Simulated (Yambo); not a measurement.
G0W0@PBEsol for LiBH4 (space group P6_3mc, No. 186) in Yambo. Reference settings: 3×3×2 Γ-centred k mesh, bands 3 to 199 and a 8 Ry block in the screening, 199 bands in G with the Bruneval-Gonze terminator, plasmon pole fitted at 27.2 eV. The PBEsol gap Γ → Γ on this mesh is 6.74 eV; G0W0 gaps are taken between the same points.

With and without the terminator, as bands are cut:

```json
[
 {"bands in G (in W)": "38 (38)", "gap, terminator (eV)": "9.800", "gap, none (eV)": "9.716", "valence shift, terminator (eV)": "-1.622", "valence shift, none (eV)": "-1.328"},
 {"bands in G (in W)": "66 (66)", "gap, terminator (eV)": "9.783", "gap, none (eV)": "9.707", "valence shift, terminator (eV)": "-1.797", "valence shift, none (eV)": "-1.572"},
 {"bands in G (in W)": "104 (104)", "gap, terminator (eV)": "9.809", "gap, none (eV)": "9.752", "valence shift, terminator (eV)": "-1.919", "valence shift, none (eV)": "-1.760"},
 {"bands in G (in W)": "150 (150)", "gap, terminator (eV)": "9.829", "gap, none (eV)": "9.790", "valence shift, terminator (eV)": "-1.993", "valence shift, none (eV)": "-1.886"},
 {"bands in G (in W)": "199 (199)", "gap, terminator (eV)": "9.843", "gap, none (eV)": "9.817", "valence shift, terminator (eV)": "-2.036", "valence shift, none (eV)": "-1.965"}
]
```

Over this range the gap spans 0.060 eV with the terminator and 0.110 eV without, the valence shift 0.414 eV and 0.637 eV. Neither column has reached its limit for certain.

Geometry of the Materials Project entry, not relaxed at this level; primitive cell a = b = 4.2028 Å, c = 7.4201 Å, α = β = 90.00°, γ = 120.00°.

The structure is a Materials Project entry; no match was found in the copy of COD used, and its stability was not checked.

A shift is the quasiparticle energy of the state minus its PBEsol energy.
